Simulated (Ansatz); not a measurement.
V:
```cif
data_V
_chemical_formula_sum 'V1'
_space_group_name_H-M_alt 'P 1'
_space_group_IT_number 1
_cell_length_a 2.57885
_cell_length_b 2.57885
_cell_length_c 2.57885
_cell_angle_alpha 109.471
_cell_angle_beta 109.471
_cell_angle_gamma 109.471
loop_
_space_group_symop_operation_xyz
  'x, y, z'
loop_
_atom_site_label
_atom_site_type_symbol
_atom_site_fract_x
_atom_site_fract_y
_atom_site_fract_z
_atom_site_occupancy
V1 V 0.00000 0.00000 0.00000 1
```

Relaxed with r²SCAN+D4.

Problem. Which orbitals make up the states near the Fermi level in the program Ansatz at the r²SCAN+D4 level (PAW)?

Solution. Within 0.5 eV of the Fermi level: V 3d 87 %, V 4s 7 %, outside the projected shells 6 %. Projections are on Löwdin-orthogonalised atomic valence shells; empty p or d shells of many metals are not among them.

Problem. Tabulate the density of states.

Solution. States/eV per cell of 1 atom, in 0.25 eV bins, energy from the Fermi level.

```
E (eV)  total  V 3d  V 4s  V 3p
------  -----  ----  ----  ----
-7.25    0.00  0.00  0.00  0.00
-7.00    0.02  0.00  0.02  0.00
-6.75    0.04  0.00  0.04  0.00
-6.50    0.05  0.00  0.05  0.00
-6.25    0.06  0.00  0.06  0.00
-6.00    0.08  0.00  0.07  0.00
-5.75    0.09  0.00  0.08  0.00
-5.50    0.10  0.00  0.09  0.00
-5.25    0.11  0.01  0.10  0.00
-5.00    0.13  0.01  0.11  0.00
-4.75    0.15  0.01  0.12  0.01
-4.50    0.17  0.02  0.14  0.01
-4.25    0.19  0.03  0.15  0.01
-4.00    0.23  0.05  0.17  0.01
-3.75    0.28  0.08  0.19  0.01
-3.50    0.44  0.20  0.23  0.01
-3.25    0.76  0.48  0.26  0.01
-3.00    0.90  0.64  0.24  0.01
-2.75    1.05  0.81  0.22  0.01
-2.50    1.43  1.17  0.22  0.02
-2.25    1.15  0.98  0.13  0.01
-2.00    0.82  0.73  0.06  0.01
-1.75    0.62  0.57  0.03  0.01
-1.50    0.56  0.52  0.01  0.01
-1.25    2.20  2.10  0.01  0.02
-1.00    1.89  1.79  0.03  0.01
-0.75    1.81  1.66  0.06  0.01
-0.50    1.67  1.49  0.09  0.01
-0.25    2.11  1.82  0.16  0.02
0.00     1.69  1.46  0.12  0.01
0.25     1.25  1.10  0.07  0.01
0.50     0.70  0.58  0.04  0.00
0.75     0.44  0.35  0.03  0.00
1.00     0.44  0.37  0.02  0.00
1.25     0.50  0.45  0.01  0.00
1.50     0.64  0.62  0.00  0.00
1.75     1.08  1.06  0.01  0.00
2.00     1.34  1.31  0.01  0.00
2.25     1.77  1.74  0.01  0.00
2.50     2.03  2.00  0.01  0.00
2.75     2.22  2.20  0.01  0.00
3.00     2.68  2.65  0.02  0.00
3.25     3.03  2.94  0.06  0.00
3.50     1.40  1.30  0.07  0.00
3.75     1.16  1.06  0.08  0.00
4.00     0.93  0.83  0.08  0.00
4.25     0.49  0.39  0.09  0.00
4.50     0.42  0.29  0.10  0.00
4.75     0.37  0.22  0.10  0.00
```

Space group Im-3m (bcc (W type)). The cell was relaxed with r²SCAN+D4 under the symmetry of its start. The workflow began spin-polarised and lost its moments. The pairwise dispersion correction was not fitted to metals.

Potentials: the earlier of the program's two PAW sets.
